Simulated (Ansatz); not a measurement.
WSi2 (MoSi2 type, space group I4/mmm)

```
WSi2
1.0
   -1.61472     1.61472     3.93387
    1.61472    -1.61472     3.93387
    1.61472     1.61472    -3.93387
W Si
1 2
Direct
  0.00000   0.00000   0.00000
  0.33458   0.33458   0.00000
  0.66542   0.66542   0.00000
```

E(V) scan at fixed shape, V₀ the volume above. The atoms relax within the cell's symmetry.

Computed with PBE (plane waves to 420 eV, PAW, scalar-relativistic; Ansatz, a quantum-chemistry and plane-wave program). k mesh 20×20×20 (Γ-centred), Fermi-Dirac smearing 0.05 eV. Energies are smeared free energies. Stress and pressure are positive under compression. Spin-orbit coupling is left out, though W is heavy. The PAW data are Ansatz's earlier set. WSi2 is run without spin polarisation. WSi2 was relaxed with its symmetry unable to fall. ΔE is measured from the relaxed starting cell.

```json
[
 {"V (Å³/atom)": "12.855", "ΔE (eV/atom)": "[?]", "P (GPa)": "15.5"},
 {"V (Å³/atom)": "13.060", "ΔE (eV/atom)": "0.021", "P (GPa)": "11.2"},
 {"V (Å³/atom)": "13.265", "ΔE (eV/atom)": "0.009", "P (GPa)": "7.1"},
 {"V (Å³/atom)": "13.471", "ΔE (eV/atom)": "0.002", "P (GPa)": "3.4"},
 {"V (Å³/atom)": "13.676", "ΔE (eV/atom)": "0.000", "P (GPa)": "0.0"},
 {"V (Å³/atom)": "13.881", "ΔE (eV/atom)": "0.002", "P (GPa)": "-3.2"},
 {"V (Å³/atom)": "14.086", "ΔE (eV/atom)": "0.008", "P (GPa)": "-6.1"},
 {"V (Å³/atom)": "14.291", "ΔE (eV/atom)": "0.017", "P (GPa)": "-8.7"},
 {"V (Å³/atom)": "14.496", "ΔE (eV/atom)": "[?]", "P (GPa)": "-11.2"}
]
```

**Question.** What belongs in the gaps?

**Answer.** 
- 12.855, ΔE (eV/atom): 0.038
- 14.496, ΔE (eV/atom): 0.030

(A scan under strain: stresses follow from slopes of the energy per volume, elastic moduli from its curvatures.)
